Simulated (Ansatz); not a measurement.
A plane-wave DFT run in Ansatz 0.2.0 (scalar-relativistic PAW potentials unless the input names others): input and command.

```yaml
crystal:
  lattice:
    - [-2.9120947899, 0.0, 0.0]
    - [-1.4560473949, -2.5219480663, 0.0]
    - [0.0, 0.0, 10.0085998562]
  atoms:
    - { symbol: W, position: [0.0, 0.0, 0.7792706443] }
    - { symbol: W, position: [0.0, 0.0, 0.2125180529] }
    - { symbol: W, position: [0.0, 0.0, 0.4958943486] }
    - { symbol: C, position: [0.6666666667, 0.6666666667, 0.0708299051] }
    - { symbol: C, position: [0.6666666667, 0.6666666667, 0.3542062008] }
    - { symbol: C, position: [0.6666666667, 0.6666666667, 0.6375824964] }
basis:
  ecutwfc: 500
kpoints:
  mp_grid: { grid: [23, 23, 7] }
hamiltonian:
  xc: r2scan
  hubbard: { sites: [{ species: W, l: d, u_eff: 4.0 }], double_counting: amf }
scf:
  occupations: { method: gaussian, width: 0.15 }
output:
  forces: true
  eigenvalues: true
  stress: true
```

```bash
ansatz run input.yaml --threads 2 --pin off --max-ram 5120MiB --backend cpu --events-out ev --progress --plain --runs-dir out
```

Abridged log:
```
Basis set: ecut = 500 eV, 1837 PW (Γ), exchange–correlation on 96×96×300 points (64 copies of the dense FFT grid, shifted against one another)
Bands: 33, of which v1, the nominal top of the filled ones, is band 27 counted from 1 (26 counted from 0)
Symmetry: 6 space group operations
k-points: 356 of 3703 (time reversal used)
SCF iter   1: F=—  HF=-31945.812668 eV  |F-HF|=—  |Δ(HF+E_count)|=         —  Δρ=1.12e-1  dr2=2.20e1  dr2_τ=1.28e0  ethr=3.10e-3  ⟨swp⟩=6.0  Hψ=49318  notcnv=0
SCF iter   2: F=—  HF=-31943.490646 eV  |F-HF|=—  |Δ(HF+E_count)|=    2.32e0  Δρ=4.28e-2  dr2=3.42e0  dr2_τ=5.32e-1  ethr=3.10e-3  ⟨swp⟩=3.6  Hψ=26735  notcnv=0  defer=389
SCF iter   3: F=—  HF=-31943.364077 eV  |F-HF|=—  |Δ(HF+E_count)|=   1.27e-1  Δρ=2.11e-2  dr2=1.02e0  dr2_τ=2.54e-2  ethr=3.10e-3  ⟨swp⟩=2.1  Hψ=16391  notcnv=0  defer=385
SCF iter   4: F=—  HF=-31943.347868 eV  |F-HF|=—  |Δ(HF+E_count)|=   1.62e-2  Δρ=7.12e-3  dr2=2.17e-1  dr2_τ=1.04e-2  ethr=1.88e-3  ⟨swp⟩=2.4  Hψ=17146  notcnv=0  defer=372
SCF iter   5: F=—  HF=-31943.339531 eV  |F-HF|=—  |Δ(HF+E_count)|=   8.34e-3  Δρ=3.20e-3  dr2=4.03e-2  dr2_τ=8.03e-4  ethr=4.02e-4  ⟨swp⟩=1.9  Hψ=13080  notcnv=0  defer=367
SCF iter   6: F=—  HF=-31943.340128 eV  |F-HF|=—  |Δ(HF+E_count)|=   5.97e-4  Δρ=1.48e-3  dr2=3.16e-3  dr2_τ=2.40e-4  ethr=7.47e-5  ⟨swp⟩=2.0  Hψ=15804  notcnv=0  defer=365
SCF iter   7: F=—  HF=-31943.340716 eV  |F-HF|=—  |Δ(HF+E_count)|=   5.88e-4  Δρ=5.15e-4  dr2=3.74e-4  dr2_τ=2.85e-5  ethr=5.84e-6  ⟨swp⟩=2.0  Hψ=15709  notcnv=0  defer=365
SCF iter   8: F=—  HF=-31943.340813 eV  |F-HF|=—  |Δ(HF+E_count)|=   9.69e-5  Δρ=2.59e-4  dr2=1.62e-4  dr2_τ=1.41e-5  ethr=6.92e-7  ⟨swp⟩=2.0  Hψ=17394  notcnv=0  defer=365
SCF iter   9: F=—  HF=-31943.340806 eV  |F-HF|=—  |Δ(HF+E_count)|=   6.85e-6  Δρ=7.88e-5  dr2=4.24e-6  dr2_τ=2.91e-7  ethr=3.00e-7  ⟨swp⟩=2.0  Hψ=14129  notcnv=0  defer=365
SCF iter  10: F=—  HF=-31943.340813 eV  |F-HF|=—  |Δ(HF+E_count)|=   6.32e-6  Δρ=3.30e-5  dr2=2.43e-6  dr2_τ=1.61e-7  ethr=7.85e-9  ⟨swp⟩=2.0  Hψ=16884  notcnv=0  defer=365
SCF iter  11: F=-31943.340813 eV  HF=-31943.340813 eV  |F-HF|=9.14e-9  |Δ(HF+E_count)|=   1.82e-7  Δρ=7.14e-6  dr2=4.96e-8  dr2_τ=5.05e-9  ethr=1.85e-10  ⟨swp⟩=12.8  Hψ=65167  notcnv=0
SCF 1 converged in 11 iterations: F = -31943.340813 eV  dr2 = 4.96e-8
SCF converged after 11 iterations
Free energy (F): -31943.340813 eV
Harris-Foulkes:  -31943.340813 eV  (|F-HF|=9.14e-9)
Internal energy: -31943.320927 eV  (E = F + TS)
E sigma→0 (E₀):  -31943.330870 eV
Entropy (-TS):   -0.019885 eV (-3.314 meV/atom)
Fermi energy:    16.611181 eV
DFT+U double counting: amf (around mean field; hamiltonian.hubbard.double_counting)
--- Forces (eV/Å), atoms counted from 1 ---
  atom   1  W      0.00000000     0.00000000     0.64711298
  atom   2  W      0.00000000     0.00000000    -5.40983885
  atom   3  W      0.00000000     0.00000000    -0.48252786
  atom   4  C      0.00000000     0.00000000     3.01363579
  atom   5  C      0.00000000     0.00000000     1.12776273
  atom   6  C      0.00000000     0.00000000     1.10406285
--- Stress (GPa, compression-positive) ---
       -5.168144       0.000000       0.000000
        0.000000      -5.168144       0.000000
        0.000000       0.000000     -25.926312
  P = ⅓ Tr σ = -12.0875 GPa (-120.875 kbar)
Occupation matrices written to <dir>
```

Apart from outputs and empty bands, the input differs from a reference run on usual settings in hamiltonian.hubbard: not typed → {"sites": [{"species": "W", "l": "d", "u_eff": 4.0}], "double_counting": "amf"}. The reference, at the same geometry (not necessarily relaxed), gave pressure -12.30 GPa, largest force 5.363 eV/Å, no gap on the mesh. This run converged in 11 SCF iterations (reference: 10) with an energy at zero smearing 18.83 meV/atom below the reference's (the Hamiltonian itself differs), pressure -12.09 GPa, largest force 5.410 eV/Å, no gap on the mesh.

The run took 44 s on 2 threads of AMD EPYC 9R45 96-Core Processor (Zen 5) (shared host), peak memory 1.9 GiB.